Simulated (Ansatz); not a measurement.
## Lattice vibrations of Zn$_{3}$CuS$_{4}$ at Γ

These are results of Ansatz 0.2.0, DFT PBE, scalar-relativistic, plane waves, PAW, not measurements. Cutoff 420 eV, 6×6×6 k-points (Γ-centred), Gaussian smearing of 0.10 eV. No spin polarisation. Phonons by linear response, acoustic sum rule imposed.

Relaxed structure:
```yaml
crystal:
  lattice:
    - [5.38793, 0.00000, 0.00000]
    - [0.00000, 5.38793, 0.00000]
    - [0.00000, 0.00000, 5.38793]
  atoms:
    - { symbol: Zn, position: [0.50000, 0.50000, 0.00000] }
    - { symbol: Zn, position: [0.50000, 0.00000, 0.50000] }
    - { symbol: Zn, position: [0.00000, 0.50000, 0.50000] }
    - { symbol: Cu, position: [0.00000, 0.00000, 0.00000] }
    - { symbol: S, position: [0.75400, 0.75400, 0.24600] }
    - { symbol: S, position: [0.75400, 0.24600, 0.75400] }
    - { symbol: S, position: [0.24600, 0.75400, 0.75400] }
    - { symbol: S, position: [0.24600, 0.24600, 0.24600] }
```

The structure comes from a generated guess, relaxed at this level; another structure or a mixture of phases may lie lower. In a metal, frequencies depend on the k mesh and the smearing, soft modes most.

Task: Is this structure stable against zone-centre distortions?

Result: Yes, at Γ: no optical mode is imaginary. Strains and other wave vectors aren't tested by this run.

Task: List the optical modes at Γ (i marks imaginary ones).

Result:
```tsv
frequency (meV)	degeneracy
11.3	3
11.5	3
23.3	3
32.6	3
35.6	3
37.1	3
37.6	1
37.8	2
```
